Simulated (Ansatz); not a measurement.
System: BN (zinc blende type), 2 atoms in the cell.

Theory: PBE, plane waves, PAW datasets (earlier set, tuned by hand) in Ansatz.

Cutoff 870 eV; k-mesh 8×8×8 Γ-centred; Fermi–Dirac smearing of 0.1 eV; no spin polarisation.

```xyz
2
Lattice="0.0000 1.8150 1.8150 1.8150 0.0000 1.8150 1.8150 1.8150 0.0000" Properties=species:S:1:pos:R:3 pbc="T T T"
B     0.0000    0.0000    0.0000
N     0.9075    0.9075    0.9075
```

Q: Would the cell expand or shrink if it were free to relax?

A: The pressure is -1.58 GPa, so at these settings the cell is stretched and would shrink.

The stress includes the program's correction for the finite plane-wave basis.
